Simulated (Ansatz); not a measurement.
WO$_{3}$:
```cif
data_O12W4
_chemical_formula_sum 'W4 O12'
_space_group_name_H-M_alt 'P4/ncc :1'
_space_group_IT_number 130
_space_group_name_Hall 'P 4ab 2n -1ab'
_cell_length_a 5.24918
_cell_length_b 5.24918
_cell_length_c 7.87004
_cell_angle_alpha 90.000
_cell_angle_beta 90.000
_cell_angle_gamma 90.000
loop_
_space_group_symop_operation_xyz
  'x, y, z'
  '-y+1/2, x+1/2, z'
  '-x, -y, z'
  'y+1/2, -x+1/2, z'
  'x+1/2, -y+1/2, -z+1/2'
  '-y, -x, -z+1/2'
  '-x+1/2, y+1/2, -z+1/2'
  'y, x, -z+1/2'
  '-x+1/2, -y+1/2, -z'
  'y, -x, -z'
  'x+1/2, y+1/2, -z'
  '-y, x, -z'
  '-x, y, z+1/2'
  'y+1/2, x+1/2, z+1/2'
  'x, -y, z+1/2'
  '-y+1/2, -x+1/2, z+1/2'
loop_
_atom_site_label
_atom_site_type_symbol
_atom_site_symmetry_multiplicity
_atom_site_Wyckoff_symbol
_atom_site_fract_x
_atom_site_fract_y
_atom_site_fract_z
_atom_site_occupancy
W1 W 4 c 0.00000 0.50000 0.21702 1
O1 O 8 f 0.21012 0.21012 0.25000 1
O2 O 4 c 0.50000 0.00000 0.00590 1
```

Relaxed with PBEsol. The program Ansatz at the PBEsol level (PAW) gives a gap of 1.04 eV.

Task: What gap does HSE06 give on the same cell (Ansatz, PAW)?

Result: 2.25 eV, 1.21 eV more. The hybrid was solved on a coarser mesh and at special points; its gap is the smallest among all of these.

```
k  v1 PBEsol  c1 PBEsol  v1 HSE06  c1 HSE06
-  ---------  ---------  --------  --------
Γ      -0.03       1.04     -0.01      2.25
Z      -0.06       1.04     -0.04      2.25
M       0.00       1.98         ?         ?
A      -0.64       3.17         ?         ?
R      -0.47       3.63         ?         ?
X      -0.29       3.48         ?         ?
```

Task: Top valence (v1) and lowest conduction level (c1) in eV from each method's valence maximum (which need not be a listed point): supply the withheld HSE06 values.

Result: 
- R, v1 HSE06: -0.47
- R, c1 HSE06: 5.04
- A, v1 HSE06: -0.69
- A, c1 HSE06: 4.49
- X, v1 HSE06: -0.30
- X, c1 HSE06: 4.84
- M, v1 HSE06: 0.00
- M, c1 HSE06: 3.24

Cost on shared cores: the PBEsol run (SCF on a 5×5×4 mesh, then bands and DOS) roughly 5 core-minutes, the HSE06 run (SCF on 3×3×2, then a few points) about 7 core-minutes (a rough figure); the tasks are unlike.

The first step of the workflow began from a Materials Project structure, measured or hypothetical; the Crystallography Open Database files this formula in space group No. 130, but the cells were not matched. Whether it is the stable phase at ambient conditions was not checked. The cell was relaxed with PBEsol under the symmetry of its start; its stability against distortions is not shown here. No spin polarisation was allowed. No Hubbard U is applied. Scalar-relativistic: spin–orbit coupling is off unless named, which matters more the heavier the elements.

Potentials: the later of the program's two PAW sets.
